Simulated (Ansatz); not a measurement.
AlV$_{2}$C in space group P6_3/mmc (No. 194; Al on 2c, V on 4f, C on 2a), plane-wave PAW PBE (Ansatz code), all energies at zero smearing, with the estimated change up to a 700 eV cutoff added, with one set of potentials and settings (totals compare only within such a set). Cell of 8 atoms (2 Al, 4 V, 2 C): -13230.805 eV.

| element | reference phase | E (eV/atom) |
|---|---|---|
| Al | Fm-3m, 1 atoms in the cell | -537.5055 |
| V | Im-3m, 1 atoms in the cell | -2912.4171 |
| C | P6_3/mmc, 4 atoms in the cell | -250.9463 |

Formation energy per atom, worked out: (-13230.805 − 2×(-537.5055) − 4×(-2912.4171) − 2×(-250.9463))/8 = -0.529 eV/atom (-51 kJ per mol of atoms), at 0 K, without zero-point energy or fitted corrections.

The PBE relaxation kept the symmetry of its start. The run is not spin-polarised. The references are the lowest solids computed at this level, not always the standard phases.

Potentials: the earlier of the program's two PAW sets.
